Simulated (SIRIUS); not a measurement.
A self-consistent single point of PtS₂ (P-3m1, 6 atoms in the cell; from Materials Project mp-762, changed as shown).

```yaml
crystal:
  lattice:
    - [3.55706, 0.00000, 0.00000]
    - [0.00000, 6.16101, 0.00000]
    - [0.00000, 0.00000, 5.61019]
  atoms:
    - { symbol: Pt, position: [0.00000, 0.00000, 0.00000] }
    - { symbol: Pt, position: [0.50000, 0.50000, 0.00000] }
    - { symbol: S, position: [0.50000, 0.16667, 0.77966] }
    - { symbol: S, position: [0.00000, 0.33333, 0.22034] }
    - { symbol: S, position: [0.00000, 0.66667, 0.77966] }
    - { symbol: S, position: [0.50000, 0.83333, 0.22034] }
```

Computed with PBE, GBRV PBE ultrasoft pseudopotentials (plane waves; SIRIUS).

SIRIUS settings:

```
key                                                                   value
--------------------------------------  -----------------------------------
parameters.ngridk                                                     6 4 4
parameters.xc_functionals                      [XC_GGA_X_PBE, XC_GGA_C_PBE]
parameters.gk_cutoff                                           6.325 1/bohr
parameters.pw_cutoff                                          14.143 1/bohr
parameters.smearing                                             fermi_dirac
parameters.smearing_width                                    0.000734986 Ha
potentials                              GBRV PBE ultrasoft pseudopotentials
parameters.electronic_structure_method                      pseudopotential
parameters.num_bands                                                     34
parameters.num_mag_dims                                                   0
parameters.num_dft_iter                                                 100
parameters.energy_tol                                              1e-07 Ha
parameters.density_tol                                                1e-06
mixer.type                                                         anderson
mixer.beta                                                              0.7
mixer.use_hartree                                                      true
```

Results:

| Property | Value |
|---|---|
| Number of valence electrons | 56 |
| Number of bands | 34 |
| Number of k-points after the program's reduction | 40 |
| Number of plane waves (most at a k-point) | 3586 |
| Number of SCF iterations | 14 |
| FFT grid | 36 × 60 × 50 |
| Free energy E − TS | -7047.0273 eV |
| Gap on the k-point mesh | 1.10 eV |
| Pressure | 1.00 GPa |
| Largest force (vector length) | 0.028 eV/Å |

Forces (eV/Å):
| atom | Fx | Fy | Fz |
|---|---|---|---|
| Pt1 | 0.000 | 0.000 | 0.000 |
| Pt2 | 0.000 | 0.000 | 0.000 |
| S3 | 0.000 | -0.001 | 0.028 |
| S4 | 0.000 | 0.001 | -0.028 |
| S5 | 0.000 | -0.001 | 0.028 |
| S6 | 0.000 | 0.001 | -0.028 |

Stress (GPa, positive for compression):
```
1.34  0.00  0.00
0.00  1.32  0.00
0.00  0.00  0.32
```

Gaps are taken between levels on the mesh.

For comparison: a first run was changed to give this one (lattice scaled by 0.98), and from it to this one the free energy drops by 17.4 meV/atom, the pressure goes from -5.50 to 1.00 GPa, the largest force goes from 0.741 to 0.028 eV/Å and the gap on the mesh goes from 1.043 to 1.100 eV.

Spin-orbit coupling is left out, which matters for bands and gaps with elements this heavy. The structure comes from a collection of computed structures, made at another level of theory; the collection holds predicted forms beside known ones. Its lattice was then scaled.

Cost on one core: around 2.6 core-minutes (rough).
